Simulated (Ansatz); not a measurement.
SrScHO₂ in space group P4/mmm (No. 123; Sr on 1d, Sc on 1a, O on 2f, H on 1b), r²SCAN (plane waves, PAW; program Ansatz), all energies at zero smearing, with the estimated change up to a 700 eV cutoff added, with one set of potentials and settings (totals compare only within such a set). Cell of 5 atoms (1 Sr, 1 Sc, 2 O, 1 H): -6857.023 eV.

```
element                            reference phase  E (eV/atom)
-------  -----------------------------------------  -----------
Sr                   P6_3/mmc, 2 atoms in the cell   -3555.1302
Sc                   P6_3/mmc, 2 atoms in the cell   -2140.5631
O        C2/m, 4 atoms in the cell, spin-polarised    -566.0346
H                  P2_12_12_1, 8 atoms in the cell     -15.9453
```

Formation energy per atom, worked out: (-6857.023 − 1×(-3555.1302) − 1×(-2140.5631) − 2×(-566.0346) − 1×(-15.9453))/5 = -2.663 eV/atom (-257 kJ per mol of atoms), at 0 K, without zero-point energy or fitted corrections.

The start of the workflow was typed in or built on a structure type; neither database checked (COD, Materials Project) lists it. Whether it is the stable phase at ambient conditions was not checked. The cell was relaxed with r²SCAN under the symmetry of its start; its stability against distortions is not shown here. The run is not spin-polarised. The references are the lowest solids computed at this level, not always the standard phases (solids in place of the gases).

Potentials: the earlier of the program's two PAW sets.
